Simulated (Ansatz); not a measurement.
Zone-centre phonons of GaSbAs2 at 5 GPa: input and output

These are results of Ansatz 0.2.0, DFT PBE, scalar-relativistic, plane waves, PAW, not measurements.

Launched with:
```bash
ansatz run input.yaml --threads 2 --pin off --max-ram 6144MiB --backend cpu --events-out ev --progress --plain --runs-dir out
```

Input (bare energies are in eV):
```yaml
crystal:
  lattice:
    - [3.952377357, 0.0, 0.0]
    - [0.0, 3.952377357, 0.0]
    - [0.0, 0.0, 6.657390329]
  atoms:
    - { symbol: Ga, position: [0.5, 0.5, 0.0] }
    - { symbol: Sb, position: [0.0, 0.0, 0.5] }
    - { symbol: As, position: [0.5, 0.0, 0.7861926005] }
    - { symbol: As, position: [0.0, 0.5, 0.2138073995] }
basis:
  ecutwfc: 420
kpoints:
  mp_grid: { grid: [10, 10, 6] }
hamiltonian:
  xc: pbe
scf:
  occupations: { method: fermi_dirac, width: 0.15 }
output:
  eigenvalues: true
phonons:
  method: dfpt
  eigenvectors: true
```

Results section of the output:
```
--- Phonons (Γ-DFPT): 7 representative perturbations + reference, on 144 of 600 k-points (Σ response iterations 22) ---
  k mesh reduced under 4 symmetry operations, with k and −k counted as one. Each operation leaves every solved displacement unchanged or reverses it
  ASR residual: 1.068e-4 → 0.000e0 eV/Å²; symmetrization residual: 3.488e-5 eV/Å²
  ASR residual per site (eV/Å²): 4.93e-5 4.31e-5 1.07e-4 1.07e-4
  Γ frequencies (cm⁻¹): -20.72 -20.72 0.00 0.00 0.00 135.54 170.69 170.69 194.70 225.94 241.14 241.14
  non-analytic LO–TO correction: not included (Born effective charges unavailable; polar crystals: no LO–TO splitting at Γ)
```

The run took 2.5 min on 2 threads of Intel(R) Xeon(R) Platinum 8488C (Sapphire Rapids), on a shared host, peak memory 2 GiB.

The cell was built by swapping an element in a database structure (itself possibly hypothetical) and relaxing; it need not be the stable form of this composition. In a metal, frequencies and elastic constants depend on the k mesh and the smearing, soft modes and shear constants most.

Negative frequencies stand for imaginary ones: the cell is unstable against these modes.